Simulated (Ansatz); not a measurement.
## TiAu (Pm-3m), a vibration from a frozen displacement

Level of theory: Ansatz 0.2.0, DFT r2SCAN, scalar-relativistic, plane waves, PAW. Cutoff 500 eV, Γ-centred 14×14×14 k-points, Gaussian smearing of 0.15 eV. Spin–orbit coupling is left out, which matters for the heavy elements here. No spin polarisation. Energies are free energies at this smearing, counted from the undisturbed cell; pressure is positive in compression.

The starting cell (as given, not relaxed at this level; it stands at -1.6 GPa, and it needn't be the usual structure):

```
CELL_PARAMETERS angstrom
3.25400 0.00000 0.00000
0.00000 3.25400 0.00000
0.00000 0.00000 3.25400
ATOMIC_POSITIONS crystal
Ti 0.50000 0.50000 0.50000
Au 0.00000 0.00000 0.00000
```

Every Au atom is moved by x along the Cartesian unit vector (-1.000, 0.000, 0.000); the cell and all other atoms stay fixed. The cell's volume is 34.46 Å³; the moved atoms weigh 196.967 u together and the others 47.867 u. Some rows repeat others by symmetry and weren't run.

| x (Å) | ΔE (meV/cell) | total force on the moved atoms along the move (eV/Å) | pressure (GPa) |
| --- | --- | --- | --- |
| -0.5000 | 343.80 | 1.7394 | 8.3135 |
| -0.4375 | 247.40 | 1.3505 | 5.9482 |
| -0.3750 | 174.13 | 1.0037 | 3.9219 |
| -0.3125 | 120.12 | 0.7447 | 2.2477 |
| -0.2500 | 78.66 | 0.5941 | 0.8842 |
| -0.1875 | 45.39 | 0.4687 | -0.2051 |
| -0.1250 | 20.50 | 0.3244 | -0.9980 |
| -0.0625 | 5.16 | 0.1648 | -1.4748 |
| 0.0000 | 0.00 | 0.0000 | -1.6332 |
| 0.0625 | 5.16 | -0.1648 | -1.4748 |
| 0.1250 | 20.50 | -0.3244 | -0.9980 |
| 0.1875 | 45.39 | -0.4687 | -0.2051 |
| 0.2500 | 78.66 | -0.5941 | 0.8842 |
| 0.3125 | 120.12 | -0.7447 | 2.2477 |
| 0.3750 | 174.13 | -1.0037 | 3.9219 |
| 0.4375 | 247.40 | -1.3505 | 5.9482 |
| 0.5000 | 343.80 | -1.7394 | 8.3135 |

What frequency belongs to this motion?

The force constant is k = −dF/dx = 2.637 eV/Å², from the parabola through x = -0.0625, 0 and 0.0625. In every cell the moved atoms swing against the rest, so the mass is μ = m₁m₂/(m₁ + m₂) = 38.509 u, and ν̃ = 521.5 cm⁻¹ × √(|k|/μ) = 136 cm⁻¹, at this cell's pressure of -1.6 GPa. To first order in x, and within 1 %, the force on every atom lies along the move and, within each of the two groups, in proportion to the atom's mass, so this is itself a mode at the zone centre of this cell.

How far does the harmonic law reach?

At x = -0.500 Å, kx²/2 = 329.60 meV against the computed 343.80 meV (+4.3 %): the well is still close to harmonic there.

The pressure changes with x². What does that say about the frequency under compression?

With E = k(V)x²/2, k ∝ V^(−2γ) and x scaling with the cell as V^(1/3), P − P0 = −∂E/∂V = (2γ − 2/3) ΔE/V. At x = 0.1250 Å, V(P − P0) = 34.46 × 0.63518 / 160.2 eV = 136.60 meV and ΔE = 20.50 meV, so γ = 1/3 + V(P − P0)/(2ΔE) = 3.67. This is the Grüneisen parameter of the motion under uniform scaling of the cell: shrinking the cell evenly by 1 % in volume raises the frequency by about 3.67 %.

In a metal these slopes depend on the k mesh and the smearing.